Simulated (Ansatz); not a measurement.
A geometry of SnO away from equilibrium: step 2 of the relaxation of a relaxed SnO cell, doubled along one cell vector, shaken by Gaussian noise of σ = 0.08 Å a coordinate. The numbers are results of r2SCAN (plane waves to 500 eV, PAW, scalar-relativistic; Ansatz, an electronic-structure program), not measurements. Γ-centred k-mesh 3×6×5 on the run's cell (coarser than for final values), Fermi–Dirac smearing 0.05 eV.

```xyz
8
Lattice="7.6022 0.0070 0.0106 0.0035 3.7936 0.0153 0.0069 0.0199 4.9515" Properties=species:S:1:pos:R:3:forces:R:3 pbc="T T T" free_energy=-26429.166 pressure_GPa=-0.6
Sn     0.0093     1.7960     3.6639    0.0796    0.8288   -0.1953
Sn     3.7587     2.0237     3.6955    0.1242   -0.3971   -0.5526
Sn     1.9521    -0.0696     1.2812   -0.3636    0.5096    0.7089
Sn     5.7113     0.0174     1.3485    0.1050    0.1731    0.1824
O      1.9019     1.9506     2.4967    0.1636   -0.1465    0.0018
O      5.7275     1.9350     2.4650   -0.2126    0.0893    0.4492
O      0.0566     0.0987     2.4926   -0.3329   -1.0294   -0.5203
O      3.7558     0.0642     2.5173    0.4368   -0.0280   -0.0740
```

Positions in Å, forces in eV/Å, free energy of the cell in eV (comparable only within this code, potentials and settings). Largest force: 1.20 eV/Å, on O7 (atoms numbered as listed); the geometry lies 0.03 eV/atom above the end of its relaxation.

No spin polarisation in the result.

The first start was generated by placing the elements on the sites of a structure type. A measured structure of SnO has the same space group, P4/nmm (No. 129); the sites were not compared with it.
